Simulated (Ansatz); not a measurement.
In:
```yaml
crystal:
  lattice:
    - [-1.68256, 1.68256, 2.25790]
    - [1.68256, -1.68256, 2.25790]
    - [1.68256, 1.68256, -2.25790]
  atoms:
    - { symbol: In, position: [0.00000, 0.00000, 0.00000] }
```

Relaxed with PBEsol. Special points in fractions of this cell's reciprocal vectors: Γ (0.000, 0.000, 0.000); X (0.000, 0.000, 0.500); P (0.250, 0.250, 0.250); N (0.000, 0.500, 0.000); M (0.500, 0.500, -0.500); S (0.389, 0.611, -0.389); S0 (-0.389, 0.389, 0.389); R (-0.278, 0.278, 0.500); G (0.500, 0.500, -0.278).

**Question.** List the band energies nearest the Fermi level at these points for plane-wave PAW PBEsol (Ansatz code).

**Answer.** In eV from the Fermi level; about four levels below and three above (degenerate sets whole), none deeper than 8.9 eV; … stands for higher levels left out; points with the same levels are listed once.

| k | below | above |
|---|---|---|
| Γ | – | 10.67 10.81 10.81 |
| X | -2.49 -2.38 | 4.18 4.46 … |
| P | -1.74 -0.16 -0.16 | 1.18 … |
| N | -4.35 -3.51 | 8.05 8.86 … |
| M | -1.93 -1.45 | 3.57 3.57 … |
| S | -1.71 -1.06 | 0.33 4.41 … |
| R | -1.39 -0.24 | 0.03 1.53 … |

Space group I4/mmm (body-centred tetragonal). Its axis ratio c/a = 1.34 departs by over 6 % from that of the usual cell of this phase: another minimum, or an error of the functional. The cell keeps a stress of up to 0.2 GPa. The PBEsol relaxation kept the symmetry of its start; whether a distortion lowers the energy is not shown. The volume moved by -51 % from the start of the relaxation. Spin–orbit coupling is left out wherever it is not named.

Potentials: the later of the program's two PAW sets.
